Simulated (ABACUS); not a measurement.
Worked example: self-consistent single point of Cs2P2Pd (Cmcm, 20 atoms in the cell; from Materials Project mp-1205610, lattice scaled a little) in ABACUS.

All values come from this method and carry its errors: LDA (PW92), numerical atomic orbitals TZDP (confined pseudo-atomic orbitals; energy shift 0.01 Ry), PseudoDojo 0.4 standard norm-conserving LDA (tails mended) pseudopotentials (ABACUS 3.10.1).

```
CELL_PARAMETERS angstrom
      6.84124     0.00000     0.00000
      0.00000    14.86679     0.00000
      0.00000     0.00000     6.16576
ATOMIC_POSITIONS crystal
  Cs 0.00000 0.21261 0.25000
  Cs 0.50000 0.28739 0.75000
  Cs 0.50000 0.08282 0.25000
  Cs 0.00000 0.41718 0.75000
  Cs 0.50000 0.71261 0.25000
  Cs 0.00000 0.78739 0.75000
  Cs 0.00000 0.58282 0.25000
  Cs 0.50000 0.91718 0.75000
  P  0.34389 0.40066 0.25000
  P  0.15611 0.09934 0.75000
  P  0.84389 0.09934 0.75000
  P  0.65611 0.40066 0.25000
  P  0.84389 0.90066 0.25000
  P  0.65611 0.59934 0.75000
  P  0.34389 0.59934 0.75000
  P  0.15611 0.90066 0.25000
  Pd 0.00000 0.00000 0.00000
  Pd 0.00000 0.00000 0.50000
  Pd 0.50000 0.50000 0.00000
  Pd 0.50000 0.50000 0.50000
```

Reference input (self-consistent single point, DFT, LDA (PW92), numerical atomic orbitals TZDP (confined pseudo-atomic orbitals; energy shift 0.01 Ry), PseudoDojo 0.4 standard norm-conserving LDA (tails mended) pseudopotentials): basis = TZDP numerical atomic orbitals, energy shift 0.01 Ry; KPT = MP 3 1 3 0 0 0; basis_type = lcao; dft_functional = PWLDA; ecutwfc = 100 Ry; smearing_method = fd; smearing_sigma = 0.000734986 Ry; potentials = PseudoDojo 0.4 standard norm-conserving LDA (tails mended); symmetry = 1; symmetry_prec = 1e-05; ks_solver = genelpa; scf_nmax = 100. This run's input differs from it in these lines:

```diff
@@ -20,2 +20,3 @@
 out_mul              1
+gamma_only           1
 device               cpu
@@ -74,7 +75,2 @@
    0.5000000000    0.5000000000    0.5000000000 1 1 1
-# file: KPT
-K_POINTS
-0
-MP
-3 1 3 0 0 0
```

Output (repeated stretches shortened):

```
 SELF-CONSISTENT
 -------------------------------------------

                  longest orb rcut (Bohr) = 10.6
   longest nonlocal projector rcut (Bohr) = 2.3
                     search radius (Bohr) = 21.2

                          real space grid = [ 90, 180, 75 ]

                                 init_chg = atomic

 LCAO ALGORITHM --------------- ION=   1  ELEC=   1--------------------------------

 Density error is 0.0987375949741
 E_KohnSham     -1563.4457309117     -21271.7704541739
 E_Fermi        0.6353708263         8.6446635802

 LCAO ALGORITHM --------------- ION=   1  ELEC=   2--------------------------------

   [... lines left out ...]

   [... 7 blocks of this kind left out ...]

 LCAO ALGORITHM --------------- ION=   1  ELEC=  10--------------------------------

 Density error is 2.09692849147e-06
 E_KohnSham     -1566.3199825816     -21310.8766543711
 E_Fermi        0.5696917389         7.7510537528

 LCAO ALGORITHM --------------- ION=   1  ELEC=  11--------------------------------

 Density error is 2.89358603871e-07
 E_KohnSham     -1566.3199825818     -21310.8766543731
 E_KS(sigma->0) -1566.3199825818     -21310.8766543731
 E_entropy(-TS) 0.0000000000         0.0000000000
 E_Fermi        0.5696920642         7.7510581780
 charge density convergence is achieved
 final etot is -21310.876654 eV
 EFERMI = 7.751058178 eV

 STATE ENERGY(eV) AND OCCUPATIONS    NSPIN == 1
   [... 108 lines left out ...]

 TOTAL-FORCE (eV/Angstrom)
                       Cs1         0.0000000000        -0.0181548157         0.0000000000
                       Cs2         0.0000000000         0.0181548142         0.0000000000
                       Cs3         0.0000000000         0.0100277588         0.0000000000
                       Cs4         0.0000000000        -0.0100277595         0.0000000000
                       Cs5         0.0000000000        -0.0181548142         0.0000000000
                       Cs6         0.0000000000         0.0181548157         0.0000000000
                       Cs7         0.0000000000         0.0100277595         0.0000000000
   [... lines left out ...]

 TOTAL-STRESS (KBAR)
       -32.9123190292         0.0000000000         0.0000000000
         0.0000000000       -31.8366628709        -0.0000000000
         0.0000000000         0.0000000000       -13.5175768181
 TOTAL-PRESSURE: -26.088853 KBAR

 --------------------------------------------
 !FINAL_ETOT_IS -21310.8766543730889680 eV
 --------------------------------------------
```

The run converged in 11 iterations. Against the reference run the free energy drops by 103 meV/atom, the pressure goes from -1.63 to -2.61 GPa and the largest force goes from 0.695 to 1.239 eV/Å.

The atom-centred basis is finite, which shifts total energies, pressures and forces against plane waves. This run is one point of a test of settings, so its values need not be converged; read them against the reference run alone. The structure comes from a collection of computed structures, made at another level of theory; the collection holds predicted forms beside known ones. Its lattice was then scaled. With one or two k-points the zone of this small cell is coarsely sampled: energies, forces and stress carry that error and can break the symmetry, so a converged loop does not mean converged values.

Cost on one core: about 5 core-minutes (a rough figure).

The atomic orbitals were generated for these runs; they are not ABACUS's published sets and were checked against plane waves on a few crystals only.

“Tails mended”: in these copies of the files the far tail of each local potential was reset to the Coulomb form.
